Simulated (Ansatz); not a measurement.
TiCo: do energies and stresses tell the same story?

Level of theory: DFT r2SCAN, scalar-relativistic, plane waves, PAW in Ansatz 0.2.0.

Plane waves to 500 eV, a k mesh through Γ of 14×14×14 on the computed 2-atom cell and Gaussian smearing (0.10 eV); collinear spin from starting moments -0.3 1.55 μB.

Relaxed cell: Pm-3m, a = 2.989 Å, b = 2.989 Å, c = 2.989 Å, α = 90.00°, β = 90.00°, γ = 90.00°, 2 atoms in the primitive cell. Whether it is the stable form of this composition wasn't checked.

Energies at zero smearing and pressures from the stress tensor, at volumes with shape and atoms relaxed:
```
V (Å³/atom) E − E(first) (meV/atom) P (GPa)
     12.545                     0.00    11.49
     12.945                   -20.98     5.31
     13.346                   -27.56     0.02
     13.746                   -21.89    -4.47
     14.146                    -5.86    -8.28
```

Check P = −dE/dV between neighbouring volumes, and get the bulk modulus from the pressures alone.

With 1 eV/Å³ = 160.2 GPa:
```csv
middle V (Å³/atom),−ΔE/ΔV (GPa),mean P (GPa)
12.745,8.397,8.398
13.145,2.630,2.666
13.546,-2.268,-2.221
13.946,-6.416,-6.371
```

The two differ by 0.05 GPa at most. The mean of two end pressures misses the average over a step by about ΔV² P″/12, up to 0.08 GPa here; with that taken off 0.08 GPa remains. The stress is the derivative of the free energy, not of the energy at zero smearing, and with free energies 0.00 GPa remains. The largest site moment goes from 1.30 to 1.52 μB along the series, which bends P(V). Around V = 13.346 Å³/atom, the two neighbours give B = −V ΔP/ΔV = 13.346 × 9.77 / 0.801 = 162.9 GPa, against B0 = 162.5 GPa from the Birch–Murnaghan fit of the energies.

The state reached may not be the lowest one.

Only this magnetic start was tried.

Cost: 6 runs of about 2.2 core-minutes in all, on Intel Xeon 6975P-C (Granite Rapids) (shared hosts).